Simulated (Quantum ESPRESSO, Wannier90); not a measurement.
# CdSe (zinc blende), plane waves to Wannier functions

```
begin unit_cell_cart
ang
    0.0000000000    3.0702700000    3.0702700000
    3.0702700000    0.0000000000    3.0702700000
    3.0702700000    3.0702700000    0.0000000000
end unit_cell_cart
begin atoms_frac
Cd   0.0000000000  0.0000000000  0.0000000000
Se   0.2500000000  0.2500000000  0.2500000000
end atoms_frac
```

Materials Project entry mp-2691; symmetrised, unrelaxed at this level. Not found in the COD (Crystallography Open Database) copy used, which has the formula in other groups; not checked further. Method: PBE plane waves in Quantum ESPRESSO 7.5 (PseudoDojo norm-conserving files, 82 Ry, no spin polarisation, no spin-orbit coupling), Bloch states on a 10×10×10 mesh through Γ, Wannier90 4.0.1. Density: 10×10×10 mesh, cold smearing 0.01 Ry. Spin-orbit coupling, left out, would split the p-like bands by a few tenths of an eV.

A tight-binding model is made by disentanglement and projection with no localisation steps (num_iter = 0), so the 8 orbitals stay atom-like: hydrogen-like Cd: s;p; Se: s;p, axes along x, y, z; frozen window up to 2.05 eV relative to the valence-band maximum. It follows pw.x to 1.0 meV rms for states up to 1.6 eV relative to the valence-band maximum. Matrix elements depend on this choice of orbitals and windows. Bands 11–15 (Cd 4d 96 %) lie between the kept ones and are excluded.

The 20 largest hoppings ⟨m,0|H|n,R⟩ between different sites (one of each Hermitian pair; signs follow the real orbitals' lobes; the list may end inside a set of equal values):

```
m            n      R  distance of the centres (Å)  t (eV)
------  ------  -----  ---------------------------  ------
Se2 py  Cd1 px  1 0 0                         2.66  -1.169
Se2 px  Cd1 pz  0 1 0                         2.66   1.169
Se2 px  Cd1 pz  1 0 0                         2.66  -1.169
Se2 py  Cd1 px  0 1 0                         2.66  -1.169
Se2 pz  Cd1 py  1 0 0                         2.66   1.169
Se2 pz  Cd1 px  0 1 0                         2.66   1.169
Se2 pz  Cd1 py  0 0 0                         2.66   1.168
Se2 pz  Cd1 px  0 0 1                         2.66  -1.168
Se2 py  Cd1 pz  0 0 0                         2.66   1.168
Se2 px  Cd1 py  1 0 0                         2.66  -1.168
Se2 px  Cd1 py  0 1 0                         2.66  -1.168
Se2 pz  Cd1 px  0 0 0                         2.66   1.168
Se2 py  Cd1 pz  0 0 1                         2.66  -1.168
Se2 pz  Cd1 py  0 1 0                         2.66  -1.168
Se2 px  Cd1 pz  0 0 0                         2.66   1.168
Se2 px  Cd1 py  0 0 0                         2.66   1.168
Se2 py  Cd1 pz  1 0 0                         2.66   1.168
Se2 py  Cd1 pz  0 1 0                         2.66  -1.168
Se2 py  Cd1 px  0 0 0                         2.66   1.168
Se2 px  Cd1 py  0 0 1                         2.66   1.168
```
